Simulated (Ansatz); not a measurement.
With DFT-r²SCAN in the program Ansatz with PAW potentials, GaSb in the NiAs type structure (P6_3/mmc) relaxes to a = 3.965 Å, c = 6.998 Å. Ga has 6 nearest neighbours from 2.88 Å (octahedral); Sb has 6 nearest neighbours from 2.88 Å (trigonal prismatic). Against the elements it lies at 0.090 eV/atom, with no fitted shifts.

Electronic character: metallic (no gap). Gap from r²SCAN with spin–orbit coupling: none (metallic).

An equation-of-state fit gives a bulk modulus of 59.5 GPa. Bader charges are Ga +0.27, Sb -0.27 e.

The start of the workflow was typed in or built on a structure type; neither database checked (COD, Materials Project) lists it. It is not the phase usual at ambient conditions (space group No. 216). The cell was relaxed with r²SCAN under the symmetry of its start; its stability against distortions is not shown here. The references are the lowest solids computed at this level, not always the standard phases. Spin–orbit coupling is left out wherever it is not named.

Potentials: the later of the program's two PAW sets.
